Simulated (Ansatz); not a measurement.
Li (bcc (W type), Im-3m) at seven volumes, the program Ansatz at the PBEsol level (PAW), scaled uniformly. One row is withheld.

| V (Å³/atom) | P (GPa) |
|---|---|
| 18.427 | 1.51 |
| 19.035 | 0.94 |
| 19.642 | 0.44 |
| 20.250 | 0.00 |
| 20.857 | -0.39 |
| 21.465 | -0.72 |
| 22.072 | ? |

**Question.** Fit the shown pressures and predict the withheld one.

**Answer.** P = (3/2)B₀(x^(7/2) − x^(5/2))[1 + (3/4)(B′ − 4)(x − 1)] with x = (V₀/V)^(2/3). Least squares on the six rows gives V₀ = 20.249 Å³/atom, B₀ = 13.7 GPa, B′ = 3.37. At V = 22.072, x = 0.9442 and P = -1.02 GPa. The run itself gave -1.02 GPa.

Symmetry was held in the PBEsol relaxation.

Potentials: the later of the program's two PAW sets.
